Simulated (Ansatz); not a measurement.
AlV$_{2}$C in space group P6_3/mmc (No. 194; Al on 2c, V on 4f, C on 2a) at seven volumes, PBE (plane waves, PAW; program Ansatz), shape and atoms relaxed at each. One row is withheld.

| V (Å³/atom) | P (GPa) |
|---|---|
| 10.928 | 20.05 |
| 11.288 | 12.32 |
| 11.648 | 5.67 |
| 12.009 | 0.00 |
| 12.369 | -4.83 |
| 12.729 | -8.88 |
| 13.089 | ? |

Problem. Fit the shown pressures and predict the withheld one.

Solution. Third-order Birch–Murnaghan: P = (3/2)B₀(x^(7/2) − x^(5/2))[1 + (3/4)(B′ − 4)(x − 1)] with x = (V₀/V)^(2/3). Least squares on the six rows gives V₀ = 12.010 Å³/atom, B₀ = 173.5 GPa, B′ = 4.30. At V = 13.089, x = 0.9443 and P = -12.41 GPa. The run itself gave -12.26 GPa.

The cell was relaxed with PBE under the symmetry of its start. The run is not spin-polarised.

Potentials: the earlier of the program's two PAW sets.
